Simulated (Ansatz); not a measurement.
CoP in space group Pnma (No. 62; Co on 4c, P on 4c) at seven volumes, r²SCAN (plane waves, PAW; program Ansatz), shape and atoms relaxed at each. One row is withheld.

| V (Å³/atom) | P (GPa) |
|---|---|
| 10.229 | 24.13 |
| 10.567 | 14.65 |
| 10.904 | 6.69 |
| 11.241 | 0.00 |
| 11.578 | -5.63 |
| 11.916 | -10.35 |
| 12.253 | ? |

Question: Fit the shown pressures and predict the withheld one.

Answer: Third-order Birch–Murnaghan: P = (3/2)B₀(x^(7/2) − x^(5/2))[1 + (3/4)(B′ − 4)(x − 1)] with x = (V₀/V)^(2/3). Least squares on the six rows gives V₀ = 11.241 Å³/atom, B₀ = 204.2 GPa, B′ = 4.76. At V = 12.253, x = 0.9442 and P = -14.35 GPa. The run itself gave -14.30 GPa.

The workflow started from a Materials Project entry (that database holds measured and hypothetical structures alike); the Crystallography Open Database files this formula in space group No. 62, but the cells were not matched. Whether it is the stable phase at ambient conditions was not checked. Symmetry was held in the r²SCAN relaxation; whether a distortion lowers the energy is not shown. No spin polarisation was allowed.

Potentials: the later of the program's two PAW sets.
